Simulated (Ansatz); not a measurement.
## Eigenvalues along a path: Sr (bcc type)

```
CELL_PARAMETERS angstrom
-2.33956 2.33956 2.33956
2.33956 -2.33956 2.33956
2.33956 2.33956 -2.33956
ATOMIC_POSITIONS crystal
Sr 0.00000 0.00000 0.00000
```

The cell comes from a relaxation on PAW files under the same functional, begun from a prototype that needn't be the stable phase.

Level of theory: DFT with PBEsol, scalar-relativistic, in Ansatz 0.2.0; a Γ-centred 11×11×11 k mesh, Fermi–Dirac smearing of 0.08 eV, no spin polarisation. LAPW: all electrons, basis error target 1 meV/atom.

Path points, in fractions of the reciprocal vectors: Γ (0.000, 0.000, 0.000), H (0.500, -0.500, 0.500), N (0.000, 0.000, 0.500), P (0.250, 0.250, 0.250). The distance column jumps between branches of the path. Levels in eV from the Fermi level; bands 7 to 12, counted from the lowest band of the run. The gap is zero, the pressure 0.00 GPa.

```
# k(1/Å) point b7 b8 b9 b10 b11 b12
0.000 Γ -18.23 -18.23 -18.23 -3.73 2.48 2.48
0.192 - -18.25 -18.24 -18.24 -3.55 2.39 2.39
0.384 - -18.30 -18.27 -18.27 -3.01 2.24 2.24
0.575 - -18.35 -18.30 -18.30 -2.21 1.66 2.19
0.767 - -18.39 -18.34 -18.34 -1.27 0.87 2.37
0.959 - -18.41 -18.38 -18.38 -0.49 0.28 2.78
1.151 - -18.42 -18.41 -18.41 -0.21 -0.08 3.41
1.343 H -18.42 -18.42 -18.42 -0.20 -0.20 3.89
1.478 - -18.42 -18.41 -18.41 -0.18 -0.15 3.37
1.614 - -18.43 -18.40 -18.38 -0.11 -0.06 2.59
1.750 - -18.45 -18.38 -18.35 -0.07 -0.01 2.15
1.885 - -18.46 -18.36 -18.31 -0.33 0.11 1.94
2.021 - -18.48 -18.34 -18.27 -0.68 0.23 1.55
2.157 - -18.49 -18.32 -18.24 -0.94 0.32 1.32
2.292 N -18.49 -18.32 -18.24 -1.03 0.36 1.23
2.428 - -18.48 -18.32 -18.24 -1.27 0.50 1.28
2.564 - -18.45 -18.30 -18.24 -1.79 0.83 1.42
2.699 - -18.40 -18.29 -18.24 -2.39 1.26 1.63
2.835 - -18.34 -18.27 -18.24 -2.94 1.75 1.89
2.971 - -18.29 -18.25 -18.23 -3.37 2.17 2.18
3.106 - -18.25 -18.24 -18.23 -3.64 2.39 2.42
3.242 Γ -18.23 -18.23 -18.23 -3.73 2.48 2.48
3.408 - -18.26 -18.24 -18.24 -3.59 2.35 2.35
3.574 - -18.31 -18.24 -18.24 -3.19 1.98 1.98
3.740 - -18.38 -18.26 -18.26 -2.57 1.49 1.49
3.906 - -18.43 -18.28 -18.28 -1.78 1.04 1.04
4.072 - -18.44 -18.30 -18.30 -0.90 0.71 0.71
4.239 - -18.41 -18.33 -18.33 -0.07 0.50 0.50
4.405 P -18.36 -18.36 -18.36 0.39 0.39 0.39
4.571 - -18.39 -18.39 -18.31 0.32 0.34 0.34
4.737 - -18.41 -18.41 -18.27 0.21 0.30 0.30
4.903 - -18.42 -18.42 -18.27 0.24 0.24 0.39
5.069 - -18.42 -18.42 -18.31 0.13 0.13 0.96
5.235 - -18.42 -18.42 -18.36 -0.02 -0.02 1.88
5.402 - -18.42 -18.42 -18.40 -0.15 -0.15 3.06
5.568 H -18.42 -18.42 -18.42 -0.20 -0.20 3.89
6.731 P -18.36 -18.36 -18.36 0.39 0.39 0.39
6.826 - -18.39 -18.36 -18.33 0.28 0.33 0.48
6.922 - -18.42 -18.35 -18.31 0.00 0.30 0.61
7.018 - -18.44 -18.35 -18.28 -0.32 0.30 0.76
7.114 - -18.46 -18.34 -18.26 -0.61 0.31 0.93
7.210 - -18.48 -18.33 -18.25 -0.84 0.33 1.08
7.306 - -18.49 -18.32 -18.24 -0.99 0.35 1.19
7.402 N -18.49 -18.32 -18.24 -1.03 0.36 1.23
```
